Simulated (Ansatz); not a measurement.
Relaxation of a relaxed TiSi2 cell with every coordinate shifted by Gaussian noise of σ = 0.2 Å; 6 atoms in the cell, which starts as P1 (No. 1), aP6; a = 3.515 Å, b = 3.557 Å, c = 6.901 Å, α = 90.00°, β = 104.75°, γ = 90.00°. All values below come from PBEsol (plane waves to 420 eV, PAW, scalar-relativistic; Ansatz, a first-principles code). Γ-centred k-mesh 7×7×7 on the run's cell (coarser than for final values), Fermi–Dirac smearing 0.05 eV. This is the first round of the run. 

The optimiser's lines from the output (shortened; P is positive under compression):

```
relax step   1: F+E_penalty+E_count = -7435.26638576 eV  Δ(F+E_penalty+E_count) = +0.000e0 eV  max|allowed force component| = 4.906e0 eV/Å  Δτ_max = 0.0000 Å  P = +11.572 GPa  Ω = 83.444 Å³  (7 SCF iters, dr2 threshold 1.00e-7 eV, accepted)
relax step   2: F+E_penalty+E_count = -7437.09081543 eV  Δ(F+E_penalty+E_count) = -1.824e0 eV  max|allowed force component| = 2.532e0 eV/Å  Δτ_max = 0.1938 Å  P = +7.032 GPa  Ω = 80.663 Å³  (7 SCF iters, dr2 threshold 6.00e-7 eV, accepted)
relax step   3: F+E_penalty+E_count = -7437.70172384 eV  Δ(F+E_penalty+E_count) = -6.109e-1 eV  max|allowed force component| = 5.470e-1 eV/Å  Δτ_max = 0.2000 Å  P = +3.721 GPa  Ω = 81.545 Å³  (7 SCF iters, dr2 threshold 6.00e-7 eV, accepted)
relax step   4: F+E_penalty+E_count = -7437.79112397 eV  Δ(F+E_penalty+E_count) = -8.940e-2 eV  max|allowed force component| = 1.870e-1 eV/Å  Δτ_max = 0.0584 Å  P = -0.366 GPa  Ω = 83.692 Å³  (6 SCF iters, dr2 threshold 6.00e-7 eV, accepted)
relax step   5: F+E_penalty+E_count = -7437.80684228 eV  Δ(F+E_penalty+E_count) = -1.572e-2 eV  max|allowed force component| = 5.623e-2 eV/Å  Δτ_max = 0.0184 Å  P = -0.011 GPa  Ω = 83.366 Å³  (6 SCF iters, dr2 threshold 6.00e-7 eV, accepted)
relax step   6: F+E_penalty+E_count = -7437.80716583 eV  Δ(F+E_penalty+E_count) = -3.236e-4 eV  max|allowed force component| = 7.073e-3 eV/Å  Δτ_max = 0.0040 Å  P = +0.015 GPa  Ω = 83.389 Å³  (6 SCF iters, dr2 threshold 1.98e-7 eV, accepted)
relax step   7: F+E_penalty+E_count = -7437.80716975 eV  Δ(F+E_penalty+E_count) = -3.919e-6 eV  max|allowed force component| = 6.183e-4 eV/Å  Δτ_max = 0.0005 Å  P = +0.001 GPa  Ω = 83.397 Å³  (6 SCF iters, dr2 threshold 5.86e-9 eV, accepted)
relax step   8: F+E_penalty+E_count = -7437.80716415 eV  Δ(F+E_penalty+E_count) = +5.600e-6 eV  max|allowed force component| = 6.184e-4 eV/Å  Δτ_max = 0.0000 Å  P = -0.003 GPa  Ω = 83.397 Å³  stress off target by 6.08e-3 GPa  SCF on the basis re-selected at this cell (its energy is not comparable with the rows above)  (8 SCF iters)
```

From the first to the last row the energy changes by -0.42 eV/atom and the volume by -0.1 %. The last row is marked as not comparable with the walk above it, whose basis was carried along; it does compare with step 1, since both stand on a basis selected at the nominal cutoff for their own cell.

Later rounds, restarted from the end of this one on a renewed k-mesh, logged 5 more steps and released under 0.01 eV/atom more. The final structure after all rounds: Cmcm (No. 63), oS12, AFLOW prototype A2B_oC12_63_2c_c (C49, as in ZrSi2); a = 3.5149 Å, b = 13.3480 Å, c = 3.5571 Å, α = β = γ = 90.00°. Between re-selections the logged energies stand on a plane-wave basis carried along with the cell. No spin polarisation in the result.
